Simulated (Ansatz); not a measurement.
Sb:
```cif
data_Sb4
_chemical_formula_sum 'Sb4'
_space_group_name_H-M_alt 'P 1'
_space_group_IT_number 1
_cell_length_a 5.69723
_cell_length_b 5.69723
_cell_length_c 5.69723
_cell_angle_alpha 109.471
_cell_angle_beta 109.471
_cell_angle_gamma 109.471
loop_
_space_group_symop_operation_xyz
  'x, y, z'
loop_
_atom_site_label
_atom_site_type_symbol
_atom_site_fract_x
_atom_site_fract_y
_atom_site_fract_z
_atom_site_occupancy
Sb1 Sb 0.69305 0.00000 0.00000 1
Sb2 Sb 0.00000 0.69305 0.00000 1
Sb3 Sb 0.00000 0.00000 0.69305 1
Sb4 Sb 0.30695 0.30695 0.30695 1
```

Relaxed with LDA.

Task: Which orbitals make up the states near the band edges in the program Ansatz at the LDA level (PAW)?

Result: Top 1 eV of the valence band: Sb 5p 91 %, Sb 5s 7 %. Bottom 1 eV of the conduction band: Sb 5p 96 %. Projections are on Löwdin-orthogonalised atomic valence shells; empty p or d shells of many metals are not among them.

Task: Tabulate the density of states.

Result: States/eV per cell of 4 atoms, in 0.25 eV bins, energy from the valence-band maximum.

```
E (eV)  total  Sb 5p  Sb 5s  Sb 4d
------  -----  -----  -----  -----
-7.85    4.53   0.80   3.72   0.00
-7.60    3.60   0.50   3.08   0.00
-7.35    5.58   0.51   5.04   0.01
-7.10    0.84   0.06   0.78   0.00
-6.85    0.00   0.00   0.00   0.00
-6.60    0.00   0.00   0.00   0.00
-6.35    0.00   0.00   0.00   0.00
-6.10    0.00   0.00   0.00   0.00
-5.85    0.00   0.00   0.00   0.00
-5.60    0.00   0.00   0.00   0.00
-5.35    0.00   0.00   0.00   0.00
-5.10    0.00   0.00   0.00   0.00
-4.85    0.00   0.00   0.00   0.00
-4.60    0.00   0.00   0.00   0.00
-4.35    0.00   0.00   0.00   0.00
-4.10    0.00   0.00   0.00   0.00
-3.85    0.11   0.10   0.01   0.00
-3.60    4.79   4.12   0.61   0.01
-3.35    1.68   1.40   0.26   0.00
-3.10    1.90   1.69   0.19   0.00
-2.85    3.15   2.91   0.21   0.00
-2.60    2.40   2.17   0.20   0.00
-2.35    4.02   3.60   0.37   0.00
-2.10    2.81   2.49   0.29   0.00
-1.85    2.33   2.06   0.24   0.00
-1.60    3.29   2.91   0.34   0.00
-1.35    2.89   2.62   0.22   0.00
-1.10    3.78   3.48   0.25   0.00
-0.85    5.31   4.92   0.30   0.01
-0.60    3.89   3.62   0.20   0.00
-0.35    4.81   4.28   0.42   0.00
-0.10    0.83   0.73   0.08   0.00
0.15     0.00   0.00   0.00   0.00
0.40     0.20   0.19   0.00   0.00
0.65     0.51   0.50   0.00   0.00
0.90     1.30   1.25   0.01   0.00
1.15     1.96   1.86   0.01   0.00
1.40     1.82   1.72   0.02   0.00
1.65     2.60   2.39   0.08   0.00
1.90     5.12   4.54   0.30   0.01
2.15     3.45   3.09   0.18   0.00
2.40     3.66   3.33   0.13   0.00
2.65     2.59   2.35   0.09   0.00
2.90     3.44   3.01   0.17   0.00
3.15     3.78   3.26   0.20   0.00
3.40     1.99   1.69   0.09   0.00
3.65     3.34   2.92   0.12   0.00
3.90     2.71   2.34   0.10   0.00
4.15     3.46   2.95   0.11   0.00
4.40     4.27   3.40   0.12   0.00
4.65     1.23   0.96   0.05   0.00
4.90     0.46   0.37   0.02   0.00
```

Space group I-43m. The start of the workflow was typed in or built on a structure type; neither database checked (COD, Materials Project) lists it. It is not the phase usual at ambient conditions (space group No. 166). Symmetry was held in the LDA relaxation; of distortions, only those at the zone centre were tested. A crystal of weakly bound molecules computed without a dispersion correction: the cell and the soft elastic constants depend strongly on that. Spin–orbit coupling is left out wherever it is not named.

Potentials: the later of the program's two PAW sets.
